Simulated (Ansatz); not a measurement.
Nb (bcc, W type)

```
CELL_PARAMETERS angstrom
     -1.65133     1.65133     1.65133
      1.65133    -1.65133     1.65133
      1.65133     1.65133    -1.65133
ATOMIC_POSITIONS crystal
  Nb 0.00000 0.00000 0.00000
```

Grid over V/V₀ and (c/a)/(c/a)₀, subscript 0 meaning the relaxed cell; the conventional c axis lies along z; no internal relaxation.

Calculation: r2SCAN (plane waves to 500 eV, PAW, scalar-relativistic; Ansatz, a quantum-chemistry and plane-wave program). k mesh 20×20×20 (Γ-centred), Fermi-Dirac smearing 0.05 eV. Compression counts positive. With partly filled bands, the response to shear is sensitive to the k mesh, so small differences along c/a are uncertain. Nb is run without spin polarisation. Nb was relaxed with its symmetry unable to fall.

At one point of the scan the stress tensor (GPa) is:

```
  -12.1      0.0      0.0
    0.0    -12.1      0.0
    0.0      0.0    -10.4
```

Q: Which point is it?
A) V/V₀ = 1.080, (c/a)/(c/a)₀ = 1.040
B) V/V₀ = 1.040, (c/a)/(c/a)₀ = 1.000
C) V/V₀ = 1.080, (c/a)/(c/a)₀ = 0.980
D) V/V₀ = 1.040, (c/a)/(c/a)₀ = 0.960

A: C, V/V₀ = 1.080, (c/a)/(c/a)₀ = 0.980

(A scan under strain: stresses follow from slopes of the energy per volume, elastic moduli from its curvatures.)
